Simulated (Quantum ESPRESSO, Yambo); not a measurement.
**Levels of theory for the gap of LiTaF₆**

LiTaF₆ (space group R-3, No. 148): one geometry, one set of PBEsol (pw.x of Quantum ESPRESSO, ONCV potentials, without SOC) orbitals, self-energies from Yambo (2×2×2 Γ-centred k mesh, bands 2 to 160 and a 7 Ry block in the screening, 160 bands in G with the Bruneval-Gonze terminator, plasmon pole fitted at 27.2 eV).

The geometry is that of Materials Project entry mp-1080679, symmetrised and not relaxed again.

```csv
level,gap Γ → L (eV),direct gap at L (eV),rough Yambo cost
PBEsol (Quantum ESPRESSO),6.46,6.53,–
exchange only (Hartree-Fock self-energy on PBEsol orbitals),20.38,20.46,about 1/4 (8 states)
static COHSEX@PBEsol,12.14,12.23,within a factor of two (3 states)
"G0W0@PBEsol, plasmon pole",11.15,11.23,1 (8 states)
"G0W0@PBEsol, multipole fit to 8 frequencies, no terminator",11.07,11.15,within a factor of two (3 states)
"G0W0@PBEsol, plasmon pole, no terminator",11.22,11.30,"about 1/6 (3 states, screening reused)"
```

Bare exchange has no screening and gives the widest gap; static COHSEX screens it but leaves out the frequency dependence, which G0W0 restores. All rows use the PBEsol edge points; in the exchange only run other k points give a smaller gap, 20.33 eV.

Costs are rough ratios of core time on shared machines.

Nearest settings tried, and what they do to the gap: 106 bands in G: +22 meV; 106 bands in W, 106 bands in G: +100 meV; 6 Ry block (175 vectors against 223): +39 meV. Not varied: mesh. So the settings aren't converged at that level. The k mesh is coarse.

Without spin-orbit coupling, band edges of such heavy elements can be off by tenths of an eV.

The structure is a Materials Project entry; no match was found in the copy of COD used, and its stability was not checked.
